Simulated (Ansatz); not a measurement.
BaS$_{2}$:
```cif
data_Ba4S8
_chemical_formula_sum 'Ba4 S8'
_space_group_name_H-M_alt 'C2/c'
_space_group_IT_number 15
_space_group_name_Hall '-C 2yc'
_cell_length_a 9.35329
_cell_length_b 4.78469
_cell_length_c 9.07345
_cell_angle_alpha 90.000
_cell_angle_beta 118.274
_cell_angle_gamma 90.000
loop_
_atom_site_label
_atom_site_type_symbol
_atom_site_symmetry_multiplicity
_atom_site_Wyckoff_symbol
_atom_site_fract_x
_atom_site_fract_y
_atom_site_fract_z
_atom_site_occupancy
Ba1 Ba 4 e 0.00000 0.14303 0.25000 1
S1 S 8 f 0.16139 0.35316 0.02111 1
```
(The calculation used a cell of 6 atoms; values per cell refer to that cell.)

Relaxed at zero pressure with plane-wave PAW r²SCAN (Ansatz code).

Problem. The volume is lowered by 9 % and shape and atoms relax at that volume. What pressure results, and how do the axes share the change?

Solution. 4.3 GPa; a -2.6 %, b -4.5 %, c -1.7 %; the energy rises by 33 meV/atom.

Problem. Give the new structure.

Solution. 
Space group C2/c (No. 15); a = 9.115 Å, b = 4.571 Å, c = 8.917 Å, α = 90.00°, β = 118.84°, γ = 90.00°

```tsv
atom	site	symmetry	x	y	z
Ba	4e	2	0.0000	0.1488	0.2500
S	8f	1	0.1605	0.3498	0.0254
```

The phase is kept; no other phase was compared at this pressure.

The first step of the workflow began from a Materials Project structure, measured or hypothetical; the Crystallography Open Database files this formula in space group No. 15, but the cells were not matched. Whether it is the stable phase at ambient conditions was not checked. Symmetry was held in the r²SCAN relaxation; whether a distortion lowers the energy is not shown. Spin–orbit coupling is left out wherever it is not named.

Potentials: the later of the program's two PAW sets.
